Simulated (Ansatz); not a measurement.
LiMnNiO4 in space group Imma (No. 74; Pearson symbol oI28), PBE in the plane-wave PAW code Ansatz, all energies at zero smearing, with the estimated change up to a 700 eV cutoff added, with one set of potentials and settings (totals compare only within such a set). Cell of 14 atoms (2 Li, 2 Mn, 2 Ni, 8 O): -24427.731 eV.

```csv
element,reference phase,E (eV/atom)
Li,"Fm-3m, 1 atoms in the cell",-204.6902
Mn,"I-43m, 29 atoms in the cell, spin-polarised",-3898.8617
Ni,"Fm-3m, 1 atoms in the cell, spin-polarised",-5839.7239
O,"C2/m, 4 atoms in the cell, spin-polarised",-565.0000
```

Formation energy per atom, worked out: (-24427.731 − 2×(-204.6902) − 2×(-3898.8617) − 2×(-5839.7239) − 8×(-565.0000))/14 = -1.513 eV/atom (-146 kJ per mol of atoms), at 0 K, without zero-point energy or fitted corrections.

The first step of the workflow began from a Materials Project structure, measured or hypothetical; the Crystallography Open Database copy checked does not list it. With Mn and Ni taken as one species the cell has the higher symmetry I4_1/amd, so it may be an ordered model of a mixed-site phase. Whether it is the stable phase at ambient conditions was not checked. The cell was relaxed with PBE under the symmetry of its start, as lowered by the spin order; whether a distortion lowers the energy is not shown. Magnetic state: ferrimagnetic, chosen from 5 collinear starts compared on coarse meshes (ties went to the first, and starts can fall back to one state), not a proven ground state. No Hubbard U is applied. The references are the lowest solids computed at this level, not always the standard phases (solids in place of the gases).

Potentials: the later of the program's two PAW sets.
